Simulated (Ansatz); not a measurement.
Consider the following.

La₂MgNiO₆:
```cif
data_La2MgNiO6
_chemical_formula_sum 'La2 Mg1 Ni1 O6'
_space_group_name_H-M_alt 'P 1'
_space_group_IT_number 1
_cell_length_a 5.41103
_cell_length_b 5.41103
_cell_length_c 5.41103
_cell_angle_alpha 60.770
_cell_angle_beta 60.770
_cell_angle_gamma 60.770
loop_
_space_group_symop_operation_xyz
  'x, y, z'
loop_
_atom_site_label
_atom_site_type_symbol
_atom_site_fract_x
_atom_site_fract_y
_atom_site_fract_z
_atom_site_occupancy
La1 La 0.75074 0.75074 0.75074 1
La2 La 0.24926 0.24926 0.24926 1
Mg1 Mg 0.50000 0.50000 0.50000 1
Ni1 Ni 0.00000 0.00000 0.00000 1
O1 O 0.76267 0.29028 0.18942 1
O2 O 0.23733 0.70972 0.81058 1
O3 O 0.18942 0.76267 0.29028 1
O4 O 0.81058 0.23733 0.70972 1
O5 O 0.29028 0.18942 0.76267 1
O6 O 0.70972 0.81058 0.23733 1
```

This is the r²SCAN-relaxed structure.

Task: All from r²SCAN in the plane-wave PAW code Ansatz, unless another level is named. Estimate the electron effective mass with spin–orbit coupling.

Result: 1.1, 1.3, 1.5 mₑ (principal values).

Task: What about the gap with spin–orbit coupling?

Result: 1.64 eV.

Task: Next, the smallest direct gap on the standard path?

Result: 1.75 eV.

Task: Give the hole effective mass.

Result: 1.0, 4.3, 4.3 mₑ (principal values).

Task: Give the HSE06 gap on the r²SCAN cell.

Result: 2.68 eV.

Space group R-3. The workflow started from a Materials Project entry (that database holds measured and hypothetical structures alike); the Crystallography Open Database copy checked does not list it. With Mg and Ni taken as one species the cell has the higher symmetry R-3c, so it may be an ordered model of a mixed-site phase. Its standing as an ambient phase is unchecked. Symmetry was held in the r²SCAN relaxation; whether a distortion lowers the energy is not shown. No spin polarisation was allowed. No Hubbard U is applied. Scalar-relativistic: spin–orbit coupling is off unless named, which matters more the heavier the elements.

Potentials: the later of the program's two PAW sets.
